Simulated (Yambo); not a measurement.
Yambo run on a free-standing AgI monolayer (symmetry P-3m1, slab cell 17.3 Å high). The wavefunctions come from this Quantum ESPRESSO step (PBEsol, PseudoDojo standard norm-conserving files, scalar-relativistic):

```
&CONTROL
  calculation = 'nscf'
  pseudo_dir = './pseudo'
  outdir = './out'
/
&SYSTEM
  ibrav = 0
  nat = 4
  ntyp = 2
  ecutwfc = 82.0
  ecutrho = 328.0
  occupations = 'fixed'
  force_symmorphic = .true.
  nbnd = 124
  assume_isolated = '2D'
/
&ELECTRONS
  conv_thr = 4e-09
  diago_full_acc = .true.
  diago_thr_init = 1e-08
/
ATOMIC_SPECIES
Ag 107.8682 Ag.upf
I 126.9045 I.upf
CELL_PARAMETERS angstrom
  4.410284218131   0.000000000000   0.000000000000
 -2.205142109065   3.819418170811   0.000000000000
  0.000000000000   0.000000000000  17.300000000000
ATOMIC_POSITIONS crystal
Ag   0.000000000000   0.000000000000   0.044459117000
Ag   0.666666666667   0.333333333333  -0.044459117000
I   0.000000000000   0.000000000000  -0.118883649600
I   0.666666666667   0.333333333333   0.118883649600
K_POINTS automatic
6 6 1 0 0 0
```

Yambo input:

```
rim_cut
gw0
dyson
el_el_corr
HF_and_locXC
ppa
em1d
rim_w
RandQpts= 1000000
RandGvec= 2 Ry
CUTGeo= "slab z"
EXXRLvcs= 82 Ry
VXCRLvcs= 328 Ry
Chimod= "HARTREE"
% BndsRnXp
 9 | 123 |
%
NGsBlkXp= 5 Ry
% LongDrXp
 1.0 | 1.0 | 0.0 |
%
RandGvecW= 719 mRy
PPAPntXp= 27.2114 eV
% GbndRnge
 1 | 123 |
%
GTermKind= "BG"
DysSolver= "n"
ExtendOut
% QPkrange
 1 | 1 | 26 | 27 |
 4 | 4 | 26 | 27 |
 7 | 7 | 26 | 27 |
%
```

k points by index: 1 = Γ, 4 = M, 7 = K.

Table of the .qp output:

```
#    K-point    Band    Eo [eV]    E [eV]    E-Eo [eV]    Vxc [eV]    Vnlxc [eV]    Sc|Eo [eV]    Sc|E [eV]    dSc/dw|Eo [eV]    Re(Z)    Im(Z)
#
    1    26    0.000000    -0.912604    -0.912604    -15.07000    -18.24148    2.019757    2.258874    -7.128237    0.792414    -0.002151
    1    27    2.019237    3.013353    0.994116    -9.625315    -5.845801    -2.567348    -2.785398    -5.967404    0.820139    -0.002031
    4    26    -0.249052    -1.220328    -0.971276    -16.53709    -20.19041    2.421841    2.682043    -7.288210    0.788739    -0.002153
    4    27    3.131746    4.305712    1.173966    -10.77233    -6.614367    -2.716128    -2.983997    -6.207827    0.814238    -0.002081
    7    26    -0.695385    -1.760960    -1.065575    -18.21041    -22.51262    2.941359    3.236639    -7.538990    0.783048    -0.001968
    7    27    4.037507    5.331509    1.294002    -11.93114    -7.490428    -2.841795    -3.146712    -6.411114    0.809317    -0.001830
```
(The two width columns are left out.) Convergence of these settings isn't established.

Spin-orbit coupling is not included.

Geometry relaxed with PBEsol.

This is a model layer cut from the bulk structure; whether it is stable on its own was not checked.
